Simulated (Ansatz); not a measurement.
A geometry of AlNi away from equilibrium: step 15 of the relaxation of a generated cell, AlNi placed in the AFLOW prototype AB_hP6_154_a_b (B9, as in HgS). Method: PBEsol (plane waves to 420 eV, PAW, scalar-relativistic; Ansatz, a first-principles code). Γ-centred k-mesh 11×11×5 on the run's cell (coarser than for final values), Fermi–Dirac smearing 0.05 eV.

```xyz
6
Lattice="3.9672 0.0000 0.0000 -1.9836 3.4357 0.0000 0.0000 0.0000 5.0191" Properties=species:S:1:pos:R:3 pbc="T T T"
Ni     2.6448     0.0000     3.3461
Ni    -1.3224     2.2905     1.6730
Ni     0.6612     1.1452     0.0000
Al     2.6448     0.0000     0.8365
Al    -1.3224     2.2905     4.1826
Al     0.6612     1.1452     2.5096
```
Spin-polarised start, with parallel moments on Ni.

Q: Which atoms carry the largest force, and which way does it point?

A: No atom: all forces are below 0.005 eV/Å; only the cell is out of equilibrium.

Q: What is the pressure?

A: +5.3 GPa, compression positive.

No spin polarisation in the result: the starting moments vanished. A magnetic state may lie lower.

The run could not lose the symmetry of its start.
